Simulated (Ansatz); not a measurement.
**LaN₃O₆: settings compared (Ansatz)**

Launch command:

```bash
ansatz run input.yaml --threads 1 --pin off --max-ram 2560MiB --backend cpu --events-out ev --progress --plain --runs-dir out
```

input.yaml:

```yaml
crystal:
  lattice:
    - [5.276979, 3.046665, 1.356309]
    - [-5.276979, 3.046665, 1.356309]
    - [0.0, -6.093329, 1.356309]
  atoms:
    - { symbol: La, position: [0.2723, 0.2723, 0.2723] }
    - { symbol: O, position: [0.5591, 0.15312, 0.15308] }
    - { symbol: O, position: [0.15308, 0.5591, 0.15312] }
    - { symbol: O, position: [0.15312, 0.15308, 0.5591] }
    - { symbol: O, position: [0.6049, 0.86067, 0.86063] }
    - { symbol: O, position: [0.86063, 0.6049, 0.86067] }
    - { symbol: O, position: [0.86067, 0.86063, 0.6049] }
    - { symbol: "N", position: [0.4255, 0.88584, 0.88586] }
    - { symbol: "N", position: [0.88586, 0.4255, 0.88584] }
    - { symbol: "N", position: [0.88584, 0.88586, 0.4255] }
  symmetry: { tolerance: 0.0003 }
kpoints:
  mp_grid: { grid: [5, 5, 5], shift: [0, 0, 0] }
magnetization:
  spin_polarized: false
scf:
  occupations: { method: fermi_dirac }
hamiltonian:
  pseudopotentials: { kind: paw }
  xc: r2scan
basis:
  ecutwfc: 500
output:
  forces: true
  stress: true
  eigenvalues: true
  write_density: true
  write_potential: true
  elf: true
  volumetric_format: npy
```

Origin of the cell: a database entry, scaled a little.

The smearing width isn't typed, so it takes its default of 0.1 eV.

Output of this run (shortened):

```
Warning: the atoms were moved onto the symmetric positions of the space group found under crystal.symmetry.tolerance 3.0e-4 (fractional; no operation is sought that the atoms, as they stand i […]
Pseudopotentials: kind: paw
Pseudopotential: La, paw, valence charge 11, recommended cutoff 500 eV (meta_gga), La.paw.azcp
Pseudopotential: O, paw, valence charge 6, recommended cutoff 500 eV (meta_gga), O.paw.azcp
Pseudopotential: N, paw, valence charge 5, recommended cutoff 500 eV (meta_gga), N.paw.azcp
Functional definition: r2SCAN
  exchange = r2scan_x(k0 = k0, k1 = k1, a1 = a1)
  correlation = r2scan_c
Crystal: 10 atoms, lattice volume = 130.834 Å³
Basis set: ecut = 500 eV, 3353 PW (Γ), exchange–correlation on 192×192×192 points (64 copies of the dense FFT grid, shifted against one another)
Bands: 41, of which v1, the nominal top of the filled ones, is band 31 counted from 1 (30 counted from 0)
[… 12 lines left out …]
Initial density: superposition of atomic densities (neutral atoms: chi_scale 0, normalization atom), corrected by the library's trained network
Functional: x = r2scan, c = r2scan; τ floored in thin density (d = 2e-4 eV/Å³)
SCF iter   1: F=—  HF=-10824.403841 eV  Δρ=1.11e-2  dr2=1.30e-1  dr2_τ=1.09e0
SCF iter   2: F=—  HF=-10824.516608 eV  Δρ=5.12e-3  dr2=1.86e-2  dr2_τ=5.92e-3  defer=34
SCF iter   3: F=—  HF=-10824.512587 eV  Δρ=2.16e-3  dr2=4.17e-3  dr2_τ=3.52e-4  defer=34
SCF iter   4: F=—  HF=-10824.511936 eV  Δρ=4.81e-4  dr2=2.00e-4  dr2_τ=2.61e-5  defer=34
SCF iter   5: F=—  HF=-10824.511981 eV  Δρ=3.40e-4  dr2=1.37e-4  dr2_τ=1.86e-5  defer=34
SCF iter   6: F=—  HF=-10824.511955 eV  Δρ=6.54e-5  dr2=6.80e-6  dr2_τ=6.14e-7  defer=34
SCF iter   7: F=—  HF=-10824.511851 eV  Δρ=2.58e-5  dr2=8.82e-7  dr2_τ=1.02e-7  defer=34
SCF iter   8: F=-10824.511851 eV  HF=-10824.511851 eV  Δρ=8.75e-6  dr2=8.37e-8  dr2_τ=7.11e-9
SCF 1 converged in 8 iterations: F = -10824.511851 eV  dr2 = 8.37e-8
SCF converged after 8 iterations
Free energy (F): -10824.511851 eV
Harris-Foulkes:  -10824.511851 eV  (|F-HF|=5.78e-9)
Internal energy: -10824.511805 eV  (E = F + TS)
E sigma→0 (E₀):  -10824.511828 eV
Entropy (-TS):   -0.000045 eV (-0.005 meV/atom)
Fermi energy:    5.991164 eV
--- Per-component energies (eV) ---
  E_band       = -402.345183
  E_kinetic    = 1633.403442
  E_local      = -3948.064558  (includes V_loc(G=0)·N_el)
  E_nonlocal   = 520.583921
  E_hartree    = 1353.206401
  E_xc         = -740.526322
  E_vxc        = -1038.208563  (∫ρ·V_xc dr)
  E_paw        = -6783.887670  (= ΣΔE_a)
  E_vpaw       = -343.308318  (= ΣTr[D̂ρ^β])
  E_aug_tail   = 0.006034  (compensation charges beyond the density's cutoff)
  E_vtau       = 66.822927  (kinetic-family band-sum trace: ∫τ·v_τ [+ j·A + Jᵃ·Aᵃ] dr)
  E_ewald      = -2859.021227
  E_core_change = -0.211827  (= ΣΔE_core)
  E_smearing   = -0.000045  (= −TS)
  Σ components = -10824.511851   (vs F -10824.511851, Δ=0.00e0)
--- Forces (eV/Å), atoms counted from 1 ---
  atom   1  La    -0.000000     0.000000     0.055199
[… 4 lines left out …]
  atom   6  O     -0.048274     0.027871     2.121526
  atom   7  O     -0.000000    -0.055742     2.121526
  atom   8  N     -1.006803    -0.581278    -4.124070
  atom   9  N      1.006803    -0.581278    -4.124070
  atom  10  N      0.000000     1.162555    -4.124071
  max |Σ_I F_I| component: 3.52e-4 eV/Å
--- Stress (GPa, compression-positive) ---
        0.888933      -0.000000      -0.000000
       -0.000000       0.888933       0.000002
       -0.000000       0.000002      13.407906
  P = ⅓ Tr σ = 5.0619 GPa (50.619 kbar)
```

The same input was run again with these changes:

1. `scf.n_extra_bands` default → 16; `basis.ecutrho_ratio` default → 4
2. `kpoints.mp_grid.grid` [5, 5, 5] → [6, 6, 6]; `hamiltonian.hubbard` default → { sites: [{ species: La, l: f, u_eff: 1.0 }], double_counting: amf }
3. `scf.mixing.algorithm` default → msr1; `scf.mixing.beta` default → 0.05
4. `crystal.lattice` scaled; `scf.max_iter` default → 50

```json
{"run": "base", "end": "converged", "SCF iterations": "8", "P (GPa)": "5.06", "max force component (eV/Å)": "4.124", "moment (μB)": "–", "ΔE(σ→0) (meV/atom)": "0"}
{"run": "1", "end": "converged", "SCF iterations": "8", "P (GPa)": "5.06", "max force component (eV/Å)": "4.124", "moment (μB)": "–", "ΔE(σ→0) (meV/atom)": "0.00"}
{"run": "2", "end": "converged", "SCF iterations": "12", "P (GPa)": "5.06", "max force component (eV/Å)": "4.124", "moment (μB)": "–", "ΔE(σ→0) (meV/atom)": "–"}
{"run": "3", "end": "converged", "SCF iterations": "9", "P (GPa)": "5.06", "max force component (eV/Å)": "4.124", "moment (μB)": "–", "ΔE(σ→0) (meV/atom)": "0.00"}
{"run": "4", "end": "input refused", "SCF iterations": "0", "P (GPa)": "–", "max force component (eV/Å)": "–", "moment (μB)": "–", "ΔE(σ→0) (meV/atom)": "–"}
```

Energies are compared only where functional, datasets, charge and starting cell are the same.

Caveats of the base run: no spin-orbit coupling, though heavy elements are present; the database entry stands far from equilibrium and may be faulty.

The base run took 33 s on 1 thread of Arm Neoverse V1, on a shared host, peak memory 0.83 GiB, from the program's own first density.
